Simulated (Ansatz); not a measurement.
SiMo₃ (A15 (Cr3Si type)), relaxed with LDA (Ansatz, a program for electronic structure, plane waves, PAW): a = 4.8326 Å, b = 4.8326 Å, c = 4.8326 Å, α = 90.00°, β = 90.00°, γ = 90.00°.

- ΔH_f (eV/atom) = -0.37
- B₀ by P(V) fit (GPa) = 279
- K_Hill (GPa) = 279
- G_Hill (GPa) = 143
- highest Γ mode, no LO–TO term (cm⁻¹) = 343
- Θ_D (K) = 538

Problem. The same phase is relaxed and computed with PBEsol in the same code. What are the cell and these values now?

Solution. a = b = c = 4.860 Å, α = β = γ = 90.00°.

- ΔH_f (eV/atom) = -0.37
- B₀ by P(V) fit (GPa) = 268
- K_Hill (GPa) = 268
- G_Hill (GPa) = 140
- highest Γ mode, no LO–TO term (cm⁻¹) = 340
- Θ_D (K) = 534

All cells were relaxed under the symmetry of their starts (and spin orders); stability against distortions was not tested throughout. Rows with no word on spin ran without spin polarisation. Scalar-relativistic: spin–orbit coupling is off unless named, which matters more the heavier the elements.

Potentials: the later of the program's two PAW sets.

Ansatz is a plane-wave DFT program.

Formation energies count from the lowest solids of the elements computed at the same level, not from gases.
